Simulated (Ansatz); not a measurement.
The start is a relaxed SnO2 cell with every coordinate shifted by Gaussian noise of σ = 0.3 Å. The cell and all atomic positions are relaxed at zero pressure with PBEsol (plane waves to 420 eV, PAW, scalar-relativistic; Ansatz, a first-principles code). The first steps use a coarse 5×5×7 k-mesh.

The start:
```
CELL_PARAMETERS angstrom
      4.76857     0.00000     0.00000
      0.00000     4.76857     0.00000
      0.00000     0.00000     3.21126
ATOMIC_POSITIONS crystal
  Sn 0.00587 0.04393 0.87284
  Sn 0.55431 0.39752 0.40007
  O  0.35474 0.26805 0.99980
  O  0.81208 0.11858 0.44921
  O  0.19755 0.90193 0.52426
  O  0.72444 0.74923 0.85696
```

Q: How large is the pressure on the unrelaxed cell, and of which sign?

A: +65.0 GPa (positive: the cell is compressed).

Q: Which atoms feel the largest initial force, and how large is it?

A: 22.73 eV/Å, on Sn1 (atoms numbered as listed).

Q: Does it find its way back to the structure it was made from?

A: The parent structure is recovered, P4₂/mnm (No. 136).

Q: How do the shortest distances between atoms change?

A: The closest pairs of elements (up to four, under 3.6 Å), start → end: O–Sn 1.60 → 2.07 Å; O–O 2.12 → 2.61 Å; Sn–Sn 3.13 → 3.21 Å.

Q: Is the relaxed structure metallic? Give its gap.

A: 0.92 eV, direct at Γ (no spin-orbit coupling).

The end point of the relaxation:

```cif
data_O4Sn2
_chemical_formula_sum 'Sn2 O4'
_space_group_name_H-M_alt 'P42/mnm'
_space_group_IT_number 136
_space_group_name_Hall '-P 4n 2n'
_cell_length_a 4.76847
_cell_length_b 4.76847
_cell_length_c 3.21136
_cell_angle_alpha 90.000
_cell_angle_beta 90.000
_cell_angle_gamma 90.000
loop_
_atom_site_label
_atom_site_type_symbol
_atom_site_symmetry_multiplicity
_atom_site_Wyckoff_symbol
_atom_site_fract_x
_atom_site_fract_y
_atom_site_fract_z
_atom_site_occupancy
Sn1 Sn 2 a 0.00000 0.00000 0.00000 1
O1 O 4 g 0.19370 0.19370 0.50000 1
```

Final values are on a 7×7×10 k-mesh of the relaxed cell. No spin polarisation in the result.
